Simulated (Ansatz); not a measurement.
Relaxed-ion elastic tensor of BN (zinc blende, space group No. 216) in GPa (Voigt order), DFT-PBEsol in the program Ansatz with PAW potentials; density 3.52 g/cm³, 5.86 Å³ per atom.

|  | 1 | 2 | 3 | 4 | 5 | 6 |
|---|---|---|---|---|---|---|
| 1 | 792 | 181 | 181 | 0.0 | 0.0 | 0.0 |
| 2 | 181 | 792 | 181 | 0.0 | 0.0 | 0.0 |
| 3 | 181 | 181 | 792 | 0.0 | 0.0 | 0.0 |
| 4 | 0.0 | 0.0 | 0.0 | 455 | 0.0 | 0.0 |
| 5 | 0.0 | 0.0 | 0.0 | 0.0 | 455 | 0.0 |
| 6 | 0.0 | 0.0 | 0.0 | 0.0 | 0.0 | 455 |

**Question.** Is the crystal mechanically stable?

**Answer.** Yes: the smallest eigenvalue of C is 455 GPa.

**Question.** Work out the Voigt, Reuss and Hill averages.

**Answer.** K_V = 385, K_R = 385, K_H = 385; G_V = 395, G_R = 381, G_H = 388 GPa.

**Question.** Give Young's modulus, Poisson's ratio, Pugh's ratio and the universal anisotropy index.

**Answer.** E = 9KG/(3K + G) = 871 GPa; ν = 0.12; K/G = 0.99 (brittle by the Pugh limit of 1.75); A_U = 5G_V/G_R + K_V/K_R − 6 = 0.19.

**Question.** Estimate the sound speeds and the Debye temperature.

**Answer.** v_l = √((K + 4G/3)/ρ) = 16000 m/s, v_t = √(G/ρ) = 10500 m/s, mean 11500 m/s; Θ = (h/k)(3n/4πV)^(1/3) v_m = 1900 K.

**Question.** Give the Zener ratio and Young's modulus along [100], [110] and [111].

**Answer.** A = 2C44/(C11 − C12) = 1.49; 1/E = S11 − 2(S11 − S12 − S44/2)Γ with Γ = 0, 1/4, 1/3 gives 725, 901, 980 GPa.

**Question.** Solve the Christoffel equation for the three sound speeds along [100], [110], [111].

**Answer.** Eigenvalues of C_ijkl n_j n_l equal ρv² (piezoelectric stiffening left out). In km/s, slowest first: [100] 11.38, 11.38, 15.01; [110] 9.32, 11.38, 16.37; [111] 10.05, 10.05, 16.79.

Space group F-43m (zinc blende). The cell was relaxed with PBEsol under the symmetry of its start.

Potentials: the earlier of the program's two PAW sets. The files were generated under PBE; for other functionals the program regenerates the frozen cores, and for LDA and PBEsol the local potential too.
